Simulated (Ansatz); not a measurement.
Trial structures of Pr2SbSe2: starts and ends

Computed with Ansatz, DFT PBE, scalar-relativistic, plane waves, PAW, and for the lanthanide a 4f-in-core norm-conserving potential. Settings: cutoff 660 eV, Γ-centred meshes spaced at most about 0.3 Å⁻¹, and about 0.25 Å⁻¹ or finer for metals (2π included), Gaussian smearing. No spin polarisation in the final relaxations.

Each guess was relaxed in cell and atoms at zero pressure, within the symmetry of its start. Temperature and zero-point effects are left out. Coordination counts Sb or Se atoms around Pr (for each partner element, those within 1.25 times its shortest distance or 1.15 times the sum of covalent radii, where it is the nearest in units of that sum or under 1.3; a plus sign parts groups by distance over the sum of covalent radii; a slash parts the counts of unlike sites).

| guess | made from | start group | V start (Å³/atom) | end group | V end (Å³/atom) | coordination at the end | gap on mesh (eV) | E over the lowest end (meV/atom) |
| --- | --- | --- | --- | --- | --- | --- | --- | --- |
| 1 | Li2MnO2 type | P-3m1 | 25.6 | P-3m1 | 31.8 | Pr 7 | 0 | 0 |
| 2 | random cell | P4/mmm | 30.0 | ? | ? | ? | ? | ? |
| 3 | SmAl2Zn2 type | Fmmm | 30.8 | I4/mmm | 29.7 | Pr 4+4 | 0 | 84 |
| 4 | random cell | P4/mmm | 34.6 | P4/mmm | 35.3 | Pr 4+4 | 0 | 65 |

Guess 2 as it starts:

```xyz
5
Lattice="4.5488 0.0000 0.0000 0.0000 4.5488 0.0000 0.0000 0.0000 7.2575" Properties=species:S:1:pos:R:3 pbc="T T T"
Pr    2.2744    2.2744    0.0000
Pr    0.0000    0.0000    3.6287
Sb    2.2744    2.2744    3.6287
Se    0.0000    2.2744    0.0000
Se    2.2744    0.0000    0.0000
```

Task: Predict the end of this guess and its energy over the lowest end.

Result: It ends in space group P4/mmm (No. 123), with a = 5.533 Å, c = 5.956 Å, 36.5 Å³/atom and no gap. It lies 0.73 eV/atom over the lowest end, above guess 3 and so the highest of the set. Counting Sb or Se atoms around Pr, this end has Pr 6/12 and the lowest (guess 1) has Pr 7.

```cif
data_structure
_symmetry_space_group_name_H-M 'P4/mmm'
_symmetry_Int_Tables_number 123
_cell_length_a 5.5325
_cell_length_b 5.5325
_cell_length_c 5.9564
_cell_angle_alpha 90.000
_cell_angle_beta 90.000
_cell_angle_gamma 90.000
_cell_volume 182.32
loop_
_atom_site_label
_atom_site_type_symbol
_atom_site_symmetry_multiplicity
_atom_site_Wyckoff_symbol
_atom_site_fract_x
_atom_site_fract_y
_atom_site_fract_z
_atom_site_occupancy
Pr1 Pr 1 c 0.50000 0.50000 0.00000 1
Pr2 Pr 1 b 0.00000 0.00000 0.50000 1
Sb1 Sb 1 d 0.50000 0.50000 0.50000 1
Se1 Se 2 f 0.00000 0.50000 0.00000 1
```

Formation energies are uncorrected and refer to the elements' standard structures at the same level.

Task: Is the lowest end bound against the elements?

Result: Yes: its formation energy is −1.36 eV/atom. A negative formation energy is needed for stability but isn't enough: competing phases decide.

Weakly bound directions are ill-defined at this level, which has no dispersion term (P4/mmm at 35.3 Å³/atom), and this can change margins and order among such cells. These runs have no spin–orbit coupling, which can matter for Sb. In P-3m1, P4/mmm at 35.3 Å³/atom, I4/mmm, P4/mmm at 36.5 Å³/atom an odd number of valence electrons (the lanthanide is held trivalent, its 4f shell in the core) allows no gap without spin; another valence of the lanthanide, a larger cell or a magnetic state could open one. A magnetic state wasn't ruled out in cells without spin, among them P4/mmm at 36.5 Å³/atom. The reference form of Se is held partly by dispersion forces, which this level lacks. Cells relaxed within their symmetry can be saddle points. A lower structure may well exist outside this small set. Some structure types and database cells were kept out of the candidates from the start, so a known form may be missing.

The lanthanide is trivalent by construction, without f bands, f moments or other valences. The reference runs of the other elements, and any phases without the lanthanide, used 420 eV, which shifts energies against them by under 10 meV/atom. The lanthanide's reference is the lowest of its hcp, dhcp and fcc cells.
